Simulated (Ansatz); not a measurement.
**Structure optimisation: gold, simple cubic**

All numbers below come from Ansatz 0.2.0, DFT, LDA (PW92), plane waves (420 eV) with PAW, scalar-relativistic. The PAW files were generated under PBE, with cores re-solved for the functional.

k-point mesh 12×12×12, Fermi-Dirac smearing 0.1 eV, no spin polarisation. Cell and atoms relax.

Starting structure:

```cif
data_structure
_symmetry_space_group_name_H-M 'P 1'
_symmetry_Int_Tables_number 1
_cell_length_a 2.6359
_cell_length_b 2.6359
_cell_length_c 2.6359
_cell_angle_alpha 90.000
_cell_angle_beta 90.000
_cell_angle_gamma 90.000
_cell_volume 18.31
loop_
_atom_site_label
_atom_site_type_symbol
_atom_site_fract_x
_atom_site_fract_y
_atom_site_fract_z
_atom_site_occupancy
Au1 Au 0.00000 0.00000 0.00000 1
```

**Question.** The pressure at the start is 5.8 GPa. By how much does the volume change?

**Answer.** From 18.31 to 18.98 Å³ per atom, 3.6 %. The final cell has a = 2.667 Å.

**Question.** How much energy does the relaxation gain?

**Answer.** 11.6 meV per atom.

Path of the relaxation (the plane waves are chosen anew near the end, which can shift the energy a little):

| step | E − E(final) (meV/atom) | V (Å³/atom) | P (GPa) | max force (eV/Å) |
| --- | --- | --- | --- | --- |
| 0 | 11.64 | 18.314 | 5.82 | 0.000 |
| 1 | 10.08 | 19.642 | -4.58 | 0.000 |
| 2 | 0.21 | 19.034 | -0.40 | 0.000 |
| 3 | 0.14 | 18.977 | 0.03 | 0.000 |
| 4 | 0.00 | 18.977 | 0.03 | 0.000 |
